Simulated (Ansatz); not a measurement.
## MgMn2P2O8F2: field gradients at two levels of theory

Cell: a computed structure from the Materials Project (it need not be an observed phase), atoms as given.

```
Mg Mn P O F
1.0
     5.23207    0.00000    0.00000
    -0.71356    5.42661    0.00000
    -2.21074   -2.34002    6.57223
Mg Mn P O F
1 2 2 8 2
Direct
  0.99039 0.33068 0.71067
  0.01048 0.01348 0.01767
  0.48512 0.50515 0.48958
  0.43054 0.10260 0.75370
  0.58402 0.89499 0.25495
  0.26666 0.83723 0.14346
  0.71943 0.87305 0.09267
  0.69506 0.16323 0.42906
  0.64429 0.67148 0.34236
  0.26204 0.16485 0.89966
  0.34092 0.81922 0.62188
  0.33808 0.30008 0.63815
  0.75154 0.19267 0.86088
  0.14807 0.35057 0.26663
  0.85211 0.64323 0.72868
```

Atom numbers follow the list; atoms alike are taken as one site, whose name carries the number of the first.

First run. Level of theory: DFT, PBE, plane waves and PAW, scalar-relativistic, collinear spin, 420 eV cutoff, Γ-centred 4×4×3 k-points, Fermi–Dirac smearing 0.02 eV (Ansatz 0.2.0). Start moments as typed (μB): 4 on each Mn, none on the rest.

```
site  atom  V_zz (10²¹ V/m²)     η  m (μB)
  Mg     1              1.54  0.99    0.00
 Mn2     2             -4.33  0.32    3.20
 Mn3     3             -5.77  0.87   -3.18
  P4     4             -2.99  0.81    0.00
  P5     5              0.57  0.60    0.00
  O6     6             10.47  0.38    0.02
  O7     7             11.00  0.23    0.03
  O8     8              9.72  0.47   -0.02
  O9     9             10.40  0.56   -0.01
 O10    10             10.34  0.23    0.00
 O11    11              9.45  0.02   -0.04
 O12    12             10.10  0.66   -0.01
 F14    14             11.20  0.46    0.02
 F15    15             -7.85  0.74    0.01
```

Second run. The same atoms and settings, except that the functional is r2SCAN and the cutoff is 500 eV.

**Question.** Given the first result, estimate the second.

**Answer.** 

```
site  atom   V_zz     η  change of V_zz  m (μB)
  Mg     1   1.48  0.98           -0.06    0.00
 Mn2     2  -4.05  0.41           +0.28    3.33
 Mn3     3  -6.63  0.57           -0.86    3.35
  P4     4  -3.22  0.81           -0.23    0.01
  P5     5   0.60  0.63           +0.03    0.01
  O6     6  10.76  0.41           +0.29    0.00
  O7     7  11.21  0.24           +0.21    0.00
  O8     8  10.00  0.43           +0.28    0.04
  O9     9  10.60  0.59           +0.20   -0.02
 O10    10  10.55  0.22           +0.21    0.00
 O11    11   9.51  0.03           +0.06    0.05
 O12    12  10.30  0.63           +0.20   -0.01
 F14    14  11.90  0.37           +0.70    0.08
 F15    15  -7.66  0.76           +0.19    0.04
```

The largest change of V_zz is on Mn3, from -5.77 to -6.63. In per cent, |V_zz| changes by -3 on Mg, -6 to +15 on Mn, +7 to +8 on P, +1 to +3 on O, -2 to +6 on F (all sites that start above 0.5). Where |V_zz| stays above 0.1, η moves most on Mn3, from 0.87 to 0.57. The table leaves out 1 of the 15 sites, with |V_zz| up to 9.79; their tensors move by 0.20 at most along any direction. The statements above cover all sites. The absolute magnetisation of the cell goes from 8.1 to 8.4 μB.

The program didn't check the stability of this electronic state in full, so a lower one may lie near. The magnetic order is the one that the run reached from its start moments, not necessarily the measured one.
For the first run: The largest force is 0.7 eV/Å, so the atoms aren't at the calculated equilibrium and relaxing them would move these values. The moments were started parallel, and the run ended with some of them reversed. With a gap of 0.6 eV on this mesh, small gradients can still move by 0.1 × 10²¹ V/m² or more as the k-mesh gets denser.
For the second run: At this cell the r2SCAN pressure is -6 GPa, so with r2SCAN the cell would shrink if it were relaxed. The entry's cell may itself be off. The largest force is 0.5 eV/Å, so the atoms aren't at the calculated equilibrium and relaxing them would move these values. With a gap of 0.8 eV on this mesh, small gradients can still move by 0.1 × 10²¹ V/m² or more as the k-mesh gets denser. All moments are parallel here, as the start or the cell imposes; many such compounds order antiparallel, where fields and spin densities carried over to other atoms largely cancel.
